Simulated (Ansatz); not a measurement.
Relaxing ZnAg

These are results of DFT PBEsol, scalar-relativistic, plane waves, PAW in Ansatz 0.2.0, not measurements. (420 eV cutoff, 14×14×14 k-mesh, Gaussian smearing of 0.10 eV, no spin polarisation)

What was changed: relaxed at 40 GPa.

Other phases may be more stable at this pressure.

Input:

```yaml
crystal:
  lattice:
    - [2.0589387321, -2.0589387321, 0.0]
    - [2.0589387321, 2.0589387321, 0.0]
    - [0.0, 0.0, 2.9125406907]
  atoms:
    - { symbol: Zn, position: [0.5, 0.5, 0.5] }
    - { symbol: Ag, position: [0.0, 0.0, 0.0] }
basis:
  ecutwfc: 420
kpoints:
  mp_grid: { grid: [14, 14, 14] }
hamiltonian:
  xc: pbesol
scf:
  occupations: { method: gaussian, width: 0.1 }
output:
  forces: true
  stress: true
  eigenvalues: true
relax:
  adjacent_minimum: "off"
  f_tol: 0.008
  max_steps: 50
  cell: { stress_tol: 0.08, p_target: 40.0 }
```

F is the free energy. Steps run on the plane waves of an earlier cell, but the last one, and at times one on the way, on a freshly chosen basis, so a repeated geometry can differ a little in energy. The relaxation lowers the enthalpy F + PV at the target pressure, so F itself can rise.

Steps:

```
step F − F(1) (eV) largest force component (eV/Å) V (Å³/atom) P (GPa)
   1         0.0000                           0.000       12.347    40.65
   2        -0.0168                           0.000       12.381    39.82
   3        -0.0132                           0.000       12.373    40.00
   4        -0.0133                           0.000       12.373    40.00
```

Relaxed structure:

```xyz
2
Lattice="2.0605 -2.0605 0.0000 2.0605 2.0605 0.0000 0.0000 0.0000 2.9143" Properties=species:S:1:pos:R:3 pbc="T T T"
Zn    2.0605    0.0000    1.4571
Ag    0.0000    0.0000    0.0000
```

The structure is cubic, space group Pm-3m (No. 221). Conventional cell: a = 2.914 Å, b = 2.914 Å, c = 2.914 Å, α = 90.00°, β = 90.00°, γ = 90.00°. Zn (site symmetry m-3m) has 8 Ag at 2.52 Å as nearest neighbours. Around Ag (site symmetry m-3m) lie 8 Zn at 2.52 Å.

The run converged. The run took roughly 23 core-seconds.